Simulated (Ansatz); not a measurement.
SiB12C2 in space group R-3m (No. 166; B on 18h, B on 18h, C on 6c, Si on 3b), PBE in the plane-wave PAW code Ansatz. The conduction-band minimum lies on the Γ–S0 line, 78 % of the way from Γ, with 6 equivalent valleys. Second derivatives d²E/dk² of the lowest band at one valley (eV·Å²), along Cartesian directions:

```
direction  d²E/dk²
---------  -------
[100]        11.89
[010]        21.00
[001]        15.69
[110]        8.771
[101]        17.74
[011]        20.54
```

Question: Find the principal effective masses, the density-of-states mass and the conductivity mass.

Answer: Off-diagonal terms follow from H_xy = H[110] − (H_xx + H_yy)/2, and m*/mₑ = 7.620 eV·Å² over each eigenvalue: 0.30, 0.43, 1.4. One valley's DOS mass (m₁m₂m₃)^(1/3) = 0.56, conductivity mass 3/(Σ 1/mᵢ) = 0.47 mₑ.

Question: What effective density of states Nc follows at 300 K for parabolic valleys?

Answer: Nc = 2.509e19 × 6 × (0.56)^(3/2) ≈ 6.3e19 cm⁻³.

The start of the workflow was typed in or built on a structure type; neither database checked (COD, Materials Project) lists it. Its standing as an ambient phase is unchecked. The PBE relaxation kept the symmetry of its start; its stability against distortions is not shown here.

Potentials: the earlier of the program's two PAW sets.

Edges and masses are those of Kohn–Sham bands, whose gap is no quasiparticle gap.
